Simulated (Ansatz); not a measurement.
The relaxed structure here is a generated cell of TiC: the first start was made by placing the elements on the sites of a structure type, and the end was not matched to a known phase here, so it may be hypothetical. Known forms of TiC include space group No. 225.

A relaxed cell of TiC (Pm-3m (No. 221)), relaxed on a k-mesh at least as fine as the one used below. The numbers are results of r2SCAN (plane waves to 500 eV, PAW, scalar-relativistic; Ansatz, a program for electronic structure), not measurements. Γ-centred k-mesh 12×12×12 on the run's cell (coarser than for final values), Fermi–Dirac smearing 0.05 eV.

```
CELL_PARAMETERS angstrom
      5.40839     0.00000     0.00000
      2.70419     2.70419     0.00000
      0.00000     0.00000     2.70419
ATOMIC_POSITIONS crystal
  Ti 0.00000 0.00000 0.00000
  Ti 0.50000 0.00000 0.00000
  C  0.00000 0.50000 0.50000
  C  0.50000 0.50000 0.50000
```

The atoms are displaced along an unstable phonon of this cell by (Å):

```json
[
 {"atom": "Ti1", "ux": "0.000", "uy": "0.000", "uz": "0.000"},
 {"atom": "Ti2", "ux": "0.000", "uy": "0.000", "uz": "0.000"},
 {"atom": "C3", "ux": "0.000", "uy": "0.000", "uz": "0.150"},
 {"atom": "C4", "ux": "0.000", "uy": "0.000", "uz": "-0.150"}
]
```

### Question
What forces (eV/Å) and pressure result?

### Answer
```
atom    Fx    Fy     Fz
----  ----  ----  -----
Ti1   0.00  0.00   0.00
Ti2   0.00  0.00   0.00
C3    0.00  0.00   1.15
C4    0.00  0.00  -1.15
```

Pressure +1.7 GPa.

### Question
Estimate the energy cost of the displacement in the harmonic approximation and compare with the calculation.

### Answer
For a harmonic well ΔE = −½ Σ F·u = -0.173 eV a cell, or -43 meV/atom. The calculated energy relative to the undisplaced cell is -0.05 eV/atom, so the harmonic estimate holds well.

The undisplaced cell is probably no minimum: from this displacement the run went on to P4/nmm (No. 129), 0.35 eV/atom below it.

No spin polarisation in the result. A magnetic state may lie lower.
